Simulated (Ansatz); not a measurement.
Input:

Ta:
Space group Fd-3m, origin choice 1 (No. 227); a = b = c = 6.002 Å, α = β = γ = 90.00°

```csv
atom,site,symmetry,x,y,z
Ta,8b,-43m,0.5000,0.5000,0.5000
```
(The calculation used a cell of 2 atoms; values per cell refer to that cell.)

This is the PBEsol-relaxed structure.

Problem. All from PBEsol in the plane-wave PAW code Ansatz, unless another level is named. Predict the density of states at the Fermi level.

Solution. 1.5 states/eV per atom (mean over ±0.08 eV).

Problem. Give the gap with spin–orbit coupling.

Solution. none (metallic).

The start of the workflow was typed in or built on a structure type; neither database checked (COD, Materials Project) lists it. It is not the phase usual at ambient conditions (space group No. 229). The PBEsol relaxation kept the symmetry of its start. At this level the phase is mechanically unstable. No spin polarisation was allowed. Scalar-relativistic: spin–orbit coupling is off unless named, which matters more the heavier the elements.

Potentials: the later of the program's two PAW sets.
